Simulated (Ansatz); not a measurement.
# Hf: from a starting cell to a relaxed one

The start is a generated cell, Hf built in the beta-W structure type. The structure is fully relaxed (lattice and positions, P = 0) with PBEsol (plane waves to 420 eV, PAW, scalar-relativistic; Ansatz, a first-principles code). The first steps use a coarse 6×6×6 k-mesh.

Initial structure:
```
Hf
1.0
    5.67914     0.00000     0.00000
    0.00000     5.67914     0.00000
    0.00000     0.00000     5.67914
Hf
8
Direct
  0.25000   0.00000   0.50000
  0.75000   0.00000   0.50000
  0.00000   0.50000   0.25000
  0.00000   0.50000   0.75000
  0.50000   0.25000   0.00000
  0.50000   0.75000   0.00000
  0.00000   0.00000   0.00000
  0.50000   0.50000   0.50000
```

```yaml
outcome: The space group stays Pm-3n (No. 223) (the run could not lower it), with 8 atoms in the primitive cell
Shortest distances (start → end): "The closest pairs of elements (up to four, under 3.6 Å), start → end: Hf–Hf 2.84 → 2.78 Å"
band_gap_at_the_end: zero (metallic)
optimiser_moves: 6
```

The end point of the relaxation:

```cif
data_Hf8
_chemical_formula_sum 'Hf8'
_space_group_name_H-M_alt 'Pm-3n'
_space_group_IT_number 223
_space_group_name_Hall '-P 4n 2 3'
_cell_length_a 5.55695
_cell_length_b 5.55695
_cell_length_c 5.55695
_cell_angle_alpha 90.000
_cell_angle_beta 90.000
_cell_angle_gamma 90.000
loop_
_atom_site_label
_atom_site_type_symbol
_atom_site_symmetry_multiplicity
_atom_site_Wyckoff_symbol
_atom_site_fract_x
_atom_site_fract_y
_atom_site_fract_z
_atom_site_occupancy
Hf1 Hf 6 c 0.00000 0.50000 0.25000 1
Hf2 Hf 2 a 0.00000 0.00000 0.00000 1
```

Final values are on a 9×9×9 k-mesh of the relaxed cell. No spin polarisation in the result.

The run could not lower the symmetry of its start; a shaken copy of this end point relaxes with PBEsol to R3 (No. 146), 0.12 eV/atom lower.

The relaxed structure here is a generated cell of Hf: the first start was made by placing the elements on the sites of a structure type, and the end was not matched to a known phase here, so it may be hypothetical. Known forms of Hf include space group No. 194.
